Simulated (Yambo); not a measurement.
AgBr (rock salt, space group Fm-3m, No. 225), G0W0@PBEsol in Yambo (4×4×4 mesh, plasmon pole; 10 Ry block, no terminator). The number N of bands in W and G is varied.

```
N    x = 1/N  gap L → Γ (eV)  shift of the valence edge (eV)
---  -------  --------------  ------------------------------
43   0.02326           1.695                          -0.369
61   0.01639           1.655                          -0.515
86   0.01163           1.668                          -0.656
114  0.00877               ?                               ?
```

Q: Basis-set arguments suggest E = E∞ + A x. Fix A and E∞ from the two rows above the withheld one, predict the row at 114 bands, and test the form.

A: Gap: A = (1.668 − (1.655))/(0.01163 − 0.01639) = -2.73, E∞ = 1.700 eV, so 1.676 eV is predicted; the run gave 1.690 eV (miss 14 meV). The first two rows have slope 5.82, so the form doesn't hold yet over the whole range. Shift: A = (-0.656 − (-0.515))/(0.01163 − 0.01639) = 29.6, E∞ = -1.001 eV, so -0.741 eV is predicted; the run gave -0.749 eV (miss 8 meV). The first two rows have slope 21.3, so the form doesn't hold yet over the whole range. The other settings are held fixed.

Spin-orbit coupling is not included.

Geometry relaxed with PBEsol; primitive cell a = b = c = 4.013 Å, α = β = γ = 60.00°.

A shift is the quasiparticle energy of the state minus its PBEsol energy.
